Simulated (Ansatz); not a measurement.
CdCl₂:
```
CELL_PARAMETERS angstrom
      1.88333     1.08734     5.67032
     -1.88333     1.08734     5.67032
      0.00000    -2.17468     5.67032
ATOMIC_POSITIONS crystal
  Cd 0.00000 0.00000 0.00000
  Cl 0.74988 0.74988 0.74988
  Cl 0.25012 0.25012 0.25012
```

Tensor components refer to the Cartesian frame of this cell.

Problem. Give the high-frequency dielectric tensor and the Born effective charge tensors of the independent atoms from DFPT, DFT-LDA in the program Ansatz with PAW potentials.

Solution. 
ε∞:
```
3.94  0.00  0.00
0.00  3.94  0.00
0.00  0.00  3.32
```
Z* of atom 1 (Cd), rows: field, columns: displacement, in e:
```
2.61  0.00  0.00
0.00  2.61  0.00
0.00  0.00  1.59
```
Z* of atom 2 (Cl), rows: field, columns: displacement, in e:
```
-1.31   0.00   0.00
 0.00  -1.31   0.00
 0.00   0.00  -0.80
```

Static charges for comparison (Bader): Cd1 +1.06, Cl2 -0.53 e. Born charges measure polarisation by displacement and can exceed these by far.

Space group R-3m. The workflow started from a Materials Project entry (that database holds measured and hypothetical structures alike); the Crystallography Open Database files this formula in space group No. 166, but the cells were not matched. Its standing as an ambient phase is unchecked. Symmetry was held in the LDA relaxation; whether a distortion lowers the energy is not shown. A crystal of weakly bound layers computed without a dispersion correction: the cell and the soft elastic constants depend strongly on that. Spin–orbit coupling is left out wherever it is not named.

Potentials: the later of the program's two PAW sets.
